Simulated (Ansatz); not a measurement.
How much do the gradients of Sr₂LiCI₃N₂ depend on the method?

Cell: a refined structure from the COD, ions relaxed with PBE at fixed cell.

Space group Fd-3m:1 (No. 227); a = 15.2312 Å.

```
site  Wyckoff  site symmetry       x       y       z
  Li      16d           .-3m  0.1250  0.1250  0.6250
  Sr      32e            .3m  0.6575  0.8425  0.1575
   C      16c           .-3m  0.6250  0.3750  0.8750
   I      48f           2.mm  0.1976  0.5000  0.0000
   N      32e            .3m  0.6719  0.8281  0.3281
```

One atom of each set is listed; the run and its k-mesh use a cell of 36 atoms with edges of 10.77, 10.77, 10.77 Å.

First run. Method: Kohn–Sham DFT in Ansatz, PBE, plane waves and PAW, scalar-relativistic, 420 eV cutoff, Γ-centred 3×3×3 k-points, Fermi–Dirac smearing 0.02 eV.

```
site  V_zz (10²¹ V/m²)     η
  Sr             -3.18  0.00
   C             -3.69  0.00
   I             -4.17  0.70
   N              1.35  0.00
```

Second run. The same atoms and settings, except that the functional is r2SCAN and the cutoff is 500 eV.

(1) What does the second run give?

Results:

(1) 

| site | V_zz | η | change of V_zz |
| --- | --- | --- | --- |
| Sr | -3.33 | 0.00 | -0.15 |
| C | -4.14 | 0.00 | -0.45 |
| I | 3.46 | 0.84 | – |
| N | 1.60 | 0.00 | +0.25 |

The largest change of V_zz along a kept axis is on C, from -3.69 to -4.14. The whole tensor moves most on I, by 0.99 along its most changed direction. In per cent, |V_zz| changes by +5 on Sr, +12 on C, +19 on N (all sites that start above 0.5, bar those whose gradient vanishes or changes sign or whose main axis turns by over 40°). On I the largest principal value lies along another axis in the second run, so the two V_zz can't be compared directly. Sites with |V_zz| of 0.02 or less aren't listed.

Without spin–orbit coupling the gradients at and beside I can be off by some per cent, at some sites by more.
For the second run: The largest force is 0.6 eV/Å, so the atoms aren't at the calculated equilibrium and relaxing them would move these values. With these PAW files V_zz is typically within 2 to 3 % of all-electron values, but misses above 10 % occur on I.
